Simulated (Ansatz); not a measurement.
Relaxed Al (fcc, Cu type):

```yaml
crystal:
  lattice:
    - [0.00000, 4.04047, 4.04047]
    - [2.02024, 0.00000, 2.02024]
    - [2.02024, 2.02024, 0.00000]
  atoms:
    - { symbol: Al, position: [0.00000, 0.00000, 0.00000] }
    - { symbol: Al, position: [0.50000, 0.00000, 0.00000] }
```

The atoms are displaced by Q × the pattern below (from a DFPT mode at L = (0.5, 0.0, 0.0), largest move 1; Q in Å), at fixed cell. It is one choice among 2 degenerate patterns. (q is in reciprocal vectors of the primitive cell; the cell shown is doubled to hold the pattern.)

```tsv
atom	x	y	z
Al1	-0.285	0.520	-0.805
Al2	0.285	-0.520	0.805
```

Calculation: PBE (plane waves to 420 eV, PAW, scalar-relativistic; Ansatz, a program for electronic structure). k mesh 10×20×20 (Γ-centred), Fermi-Dirac smearing 0.05 eV. With partly filled bands, energies and forces of such displacements shift with the k mesh and the smearing. Al was relaxed with its symmetry unable to fall. 

| Q (Å) | −dE/dQ from forces (eV/Å) |
|---|---|
| -0.180 | 0.625 |
| -0.150 | 0.532 |
| -0.120 | 0.433 |
| -0.090 | 0.329 |
| -0.060 | 0.221 |
| -0.030 | 0.111 |
| 0.000 | 0.000 |
| 0.030 | -0.111 |
| 0.060 | -0.221 |
| 0.090 | -0.329 |
| 0.120 | -0.433 |
| 0.150 | -0.532 |
| 0.180 | -0.625 |

Problem. What harmonic wavenumber does the curvature at Q = 0 give?

Solution. 137 cm⁻¹. E″ = 3.70 eV/Å², M = Σ mᵢ|uᵢ|² = 54.0 u, ν̃ = 521.5·√(|E″|/M).

(A displaced cell: forces are minus the slopes of the energy, force constants its curvatures, and phonons follow from these.)
